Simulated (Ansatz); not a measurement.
CuCl (CsCl type, space group No. 221) at seven volumes, plane-wave PAW PBEsol (Ansatz code), scaled uniformly. One row is withheld.

| V (Å³/atom) | P (GPa) |
|---|---|
| 13.766 | 9.11 |
| 14.220 | ? |
| 14.674 | 2.49 |
| 15.128 | -0.01 |
| 15.582 | -2.11 |
| 16.036 | -3.85 |
| 16.489 | -5.31 |

### Question
Fit the shown pressures and predict the withheld one.

### Answer
P = (3/2)B₀(x^(7/2) − x^(5/2))[1 + (3/4)(B′ − 4)(x − 1)] with x = (V₀/V)^(2/3). Least squares on the six rows gives V₀ = 15.125 Å³/atom, B₀ = 76.3 GPa, B′ = 5.02. At V = 14.220, x = 1.0420 and P = 5.50 GPa. The run itself gave 5.50 GPa.

Space group Pm-3m (CsCl type). The start of the workflow was typed in or built on a structure type; neither database checked (COD, Materials Project) lists it. It is not the phase usual at ambient conditions (space group No. 216). Symmetry was held in the PBEsol relaxation. At this level the phase is dynamically unstable (imaginary phonons). The workflow began spin-polarised and lost its moments.

Potentials: the later of the program's two PAW sets.
